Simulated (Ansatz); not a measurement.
The cell below belongs to a search over invented structures; it isn't taken from experiment.

Input and command of a plane-wave DFT calculation in Ansatz:

```yaml
crystal:
  lattice:
    - [-3.41697152, 3.41697152, 2.1436316]
    - [3.41697152, -3.41697152, 2.1436316]
    - [3.41697152, 3.41697152, -2.1436316]
  atoms:
    - { symbol: Hf, position: [0.0, 0.0, 0.0] }
    - { symbol: S, position: [0.40000001, 0.20000001, 0.60000002] }
    - { symbol: S, position: [0.20000001, 0.59999999, 0.8] }
    - { symbol: S, position: [0.59999999, 0.79999999, 0.39999998] }
    - { symbol: S, position: [0.79999999, 0.40000001, 0.2] }
basis:
  ecutwfc: 420
kpoints:
  mp_grid: { grid: [6, 6, 6] }
hamiltonian:
  xc: pbe
scf:
  occupations: { method: gaussian, width: 0.1 }
  lower_state_search: "off"
output:
  forces: true
  stress: true
  eigenvalues: true
relax:
  adjacent_minimum: "off"
  f_tol: 0.04
  max_steps: 70
  cell: { stress_tol: 0.4 }
```

```bash
ansatz run input.yaml --threads 1 --pin off --max-ram 2560MiB --backend cpu --events-out ev --progress --plain --runs-dir out
```

Processor: Intel(R) Xeon(R) Platinum 8259CL CPU @ 2.50GHz (Skylake/Cascade Lake), 1 thread, on a host shared with other jobs.

Q: How long does it run, and how much memory does it take?

A: About 98 s, peak memory 0.49 GiB. It solves 30 bands at 36 k points (after reduction by symmetry) with about 1639 plane waves (on the last cell), in 66 SCF iterations over 10 ionic steps.
